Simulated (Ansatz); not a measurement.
SrFe2As2:
```cif
data_As2Fe2Sr
_chemical_formula_sum 'Sr1 Fe2 As2'
_space_group_name_H-M_alt 'P 1'
_space_group_IT_number 1
_cell_length_a 6.45949
_cell_length_b 6.45949
_cell_length_c 6.45949
_cell_angle_alpha 144.631
_cell_angle_beta 144.631
_cell_angle_gamma 50.884
loop_
_space_group_symop_operation_xyz
  'x, y, z'
loop_
_atom_site_label
_atom_site_type_symbol
_atom_site_fract_x
_atom_site_fract_y
_atom_site_fract_z
_atom_site_occupancy
Sr1 Sr 0.00000 0.00000 0.00000 1
Fe1 Fe 0.25000 0.75000 0.50000 1
Fe2 Fe 0.75000 0.25000 0.50000 1
As1 As 0.64887 0.64887 0.00000 1
As2 As 0.35113 0.35113 0.00000 1
```

Relaxed with r²SCAN.

### Question
Which orbitals make up the states near the Fermi level in r²SCAN (plane waves, PAW; program Ansatz)?

### Answer
Within 0.5 eV of the Fermi level: Fe 3d 80 %, As 4p 11 %, outside the projected shells 5 %. Projections are on Löwdin-orthogonalised atomic valence shells; empty p or d shells of many metals are not among them.

### Question
Tabulate the density of states.

### Answer
States/eV per cell of 5 atoms, in 0.25 eV bins, energy from the Fermi level.

| E (eV) | total | Fe 3d | As 4p | Fe 4s |
|---|---|---|---|---|
| -7.85 | 0.00 | 0.00 | 0.00 | 0.00 |
| -7.60 | 0.00 | 0.00 | 0.00 | 0.00 |
| -7.35 | 0.00 | 0.00 | 0.00 | 0.00 |
| -7.10 | 0.00 | 0.00 | 0.00 | 0.00 |
| -6.85 | 0.00 | 0.00 | 0.00 | 0.00 |
| -6.60 | 0.00 | 0.00 | 0.00 | 0.00 |
| -6.35 | 0.00 | 0.00 | 0.00 | 0.00 |
| -6.10 | 0.01 | 0.00 | 0.00 | 0.00 |
| -5.85 | 1.54 | 0.25 | 0.93 | 0.27 |
| -5.60 | 3.79 | 0.53 | 2.39 | 0.48 |
| -5.35 | 3.93 | 0.67 | 2.48 | 0.38 |
| -5.10 | 2.86 | 0.48 | 1.84 | 0.27 |
| -4.85 | 1.47 | 0.27 | 0.93 | 0.14 |
| -4.60 | 1.16 | 0.30 | 0.68 | 0.06 |
| -4.35 | 2.01 | 0.56 | 1.20 | 0.07 |
| -4.10 | 3.03 | 0.79 | 1.95 | 0.08 |
| -3.85 | 3.88 | 1.09 | 2.55 | 0.08 |
| -3.60 | 12.71 | 4.67 | 7.52 | 0.04 |
| -3.35 | 4.31 | 1.58 | 2.54 | 0.02 |
| -3.10 | 4.27 | 1.79 | 2.28 | 0.01 |
| -2.85 | 1.64 | 0.92 | 0.63 | 0.00 |
| -2.60 | 1.01 | 0.51 | 0.41 | 0.00 |
| -2.35 | 1.32 | 1.09 | 0.16 | 0.00 |
| -2.10 | 2.04 | 1.90 | 0.03 | 0.00 |
| -1.85 | 3.85 | 3.43 | 0.06 | 0.01 |
| -1.60 | 3.65 | 3.28 | 0.09 | 0.00 |
| -1.35 | 3.43 | 3.05 | 0.14 | 0.00 |
| -1.10 | 5.15 | 4.52 | 0.22 | 0.04 |
| -0.85 | 10.55 | 9.50 | 0.34 | 0.08 |
| -0.60 | 7.73 | 6.70 | 0.48 | 0.05 |
| -0.35 | 7.73 | 6.94 | 0.42 | 0.04 |
| -0.10 | 3.25 | 2.57 | 0.43 | 0.02 |
| 0.15 | 2.16 | 1.45 | 0.45 | 0.03 |
| 0.40 | 2.33 | 1.29 | 0.54 | 0.07 |
| 0.65 | 2.28 | 1.11 | 0.56 | 0.08 |
| 0.90 | 4.76 | 3.20 | 0.82 | 0.11 |
| 1.15 | 6.39 | 4.17 | 1.32 | 0.11 |
| 1.40 | 3.89 | 2.05 | 1.11 | 0.04 |
| 1.65 | 2.49 | 1.12 | 0.82 | 0.04 |
| 1.90 | 2.27 | 0.88 | 0.79 | 0.05 |
| 2.15 | 1.69 | 0.62 | 0.66 | 0.03 |
| 2.40 | 1.46 | 0.46 | 0.56 | 0.02 |
| 2.65 | 1.28 | 0.38 | 0.50 | 0.02 |
| 2.90 | 1.93 | 0.56 | 0.72 | 0.03 |
| 3.15 | 1.12 | 0.22 | 0.26 | 0.03 |
| 3.40 | 1.40 | 0.23 | 0.27 | 0.04 |
| 3.65 | 1.96 | 0.29 | 0.28 | 0.08 |
| 3.90 | 1.96 | 0.20 | 0.16 | 0.16 |
| 4.15 | 2.83 | 0.23 | 0.15 | 0.28 |
| 4.40 | 3.65 | 0.26 | 0.13 | 0.29 |
| 4.65 | 5.09 | 0.33 | 0.22 | 0.37 |

Space group I4/mmm. The workflow started from a Materials Project entry (that database holds measured and hypothetical structures alike); the Crystallography Open Database files this formula in space group No. 139, but the cells were not matched. Whether it is the stable phase at ambient conditions was not checked. Symmetry was held in the r²SCAN relaxation; its stability against distortions is not shown here. The run is not spin-polarised. Spin–orbit coupling is left out wherever it is not named.

Potentials: the later of the program's two PAW sets.
